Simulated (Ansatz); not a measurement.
## Property card for ZnS

ZnS:
```
CELL_PARAMETERS angstrom
      1.87022     1.07977     9.20107
     -1.87022     1.07977     9.20107
      0.00000    -2.15954     9.20107
ATOMIC_POSITIONS crystal
  Zn 0.00000 0.00000 0.00000
  Zn 0.77766 0.77766 0.77766
  Zn 0.55540 0.55540 0.55540
  S  0.91677 0.91677 0.91677
  S  0.47219 0.47219 0.47219
  S  0.69463 0.69463 0.69463
```

Space group R3m (No. 160); conventional cell a = b = 3.7404 Å, c = 27.6032 Å, α = β = 90.00°, γ = 120.00°.

Method: LDA in the plane-wave PAW code Ansatz. Structure relaxed to zero pressure with the same functional. Other levels are named where they apply.

### Cell and energy

Volume per atom: 18.58 Å³
Density: 4.35 g/cm³
Formation energy from the elements (no fitted shifts): -0.84 eV/atom

### Electronic structure

- Band gap = 2.17 eV (direct)
- Valence-band maximum = at Γ
- Conduction-band minimum = at Γ
- Electron effective mass = 0.16, 0.18, 0.18 mₑ (principal values)
- Hole effective mass, band 1 of 2 at the edge = 1.4 along x, 1.4 along z (mₑ)
- Hole effective mass, band 2 of 2 at the edge = 0.16 along x, 1.4 along z (mₑ)

### Mechanics

- Bulk modulus (Birch–Murnaghan fit): 86.1 GPa
- Pressure derivative B′: 4.4

### Dielectric response

- Electronic dielectric constant ε∞ (DFPT) = 6.11 (xx = yy), 6.20 (zz)
- Static dielectric constant ε0 (ions relaxed, cell fixed) = 8.60 (xx = yy), 8.92 (zz)
- Born charges (a third of the trace) = Zn +1.87 to +1.89, S -1.88 e

### Phonons

- Highest zone-centre frequency (without LO–TO term) = 348 cm⁻¹
- Zone-centre stability = no imaginary mode at Γ

The first step of the workflow began from a Materials Project structure, measured or hypothetical; the Crystallography Open Database files this formula in space group No. 160, but the cells were not matched. It is not the phase usual at ambient conditions (space group No. 186, 216). The LDA relaxation kept the symmetry of its start. The references are the lowest solids computed at this level, not always the standard phases.

Potentials: the later of the program's two PAW sets.
